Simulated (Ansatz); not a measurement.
# KI at 0.8 GPa: from Born charge to LO–TO splitting and polaron coupling

The calculation used Ansatz, DFT PBE+D3(BJ), scalar-relativistic, plane waves, PAW. Cutoff 420 eV, 6×6×6 k-points (Γ-centred), fixed occupations. No spin polarisation. Phonons by linear response, acoustic sum rule imposed.

The cell is fixed (symmetry leaves no force on the atoms) and stands under 0.8 GPa:
```yaml
crystal:
  lattice:
    - [0.00000, 3.44240, 3.44240]
    - [3.44240, 0.00000, 3.44240]
    - [3.44240, 3.44240, 0.00000]
  atoms:
    - { symbol: K, position: [0.00000, 0.00000, 0.00000] }
    - { symbol: I, position: [0.50000, 0.50000, 0.50000] }
```

The cell is the ideal cubic rocksalt prototype. Spin–orbit coupling is left out, which matters for heavy elements.

Linear response gives ν_TO = 117.8 cm⁻¹, Born charges ±1.117 e (positive on K) and ε∞ = 2.998. The primitive cell holds 81.586 Å³, and the masses are 39.098 and 126.904 amu.

Problem. Find ν_LO and the static dielectric constant.

Solution. The long-wave field adds a restoring force: ω_LO² − ω_TO² = Z*²e²/(ε_vac ε∞ μV). In these units ν_LO² − ν_TO² = 4.92064×10⁷ Z*²/(μ V ε∞) cm⁻², with μ = m₁m₂/(m₁ + m₂) = 29.890 amu: 8393 cm⁻². So ν_LO = √(117.8² + 8393) = 149.2 cm⁻¹, and the run gives 149.2. Lyddane–Sachs–Teller then gives ε0 = ε∞ (ν_LO/ν_TO)² = 4.81, against 4.81 in the run (it forms both from the same three quantities, so the match checks the arithmetic only). Between ν_TO and ν_LO the dielectric function is negative and an undamped crystal reflects fully: a reststrahlen band from 67.0 to 84.9 μm.

Problem. What do the Clausius–Mossotti polarisability and the Szigeti charge come to?

Solution. With the Lorentz local field, α = (3V/4π)(ε∞ − 1)/(ε∞ + 2) = 7.79 Å³ for the pair, and e_S = 3Z*/(ε∞ + 2) = 0.67 e. The Born charge includes the electrons' response to the dipole's own local field, and e_S takes that enhancement out. The Lorentz field assumes point-like polarisable ions, a fair picture at this small ε∞.

Problem. How strongly does a slow electron couple to the LO mode?

Solution. For one isotropic parabolic band, Fröhlich's constant is α_F = (1/ε∞ − 1/ε0) √(m* Ry/ħω_LO), with Ry = 13.606 eV, ħω_LO = 18.5 meV and m* in free-electron masses: α_F = 0.1257 × 27.12 × √m* = 3.41 √m*. The band mass isn't part of this run; for m* = 0.1, 0.3 and 1 it gives 1.08, 1.87, 3.41. In weak coupling the polaron lies α_F ħω_LO below the band edge (35 meV at m* = 0.3) with a mass m*(1 + α_F/6); past α_F of about 5 or 6 that expansion fails. A semilocal functional's ε∞ tends to be too large, which taken alone lowers α_F.

Cost: 1 run of about 0.34 core-minutes, on AMD EPYC 9R45 (Zen 5) (shared hosts).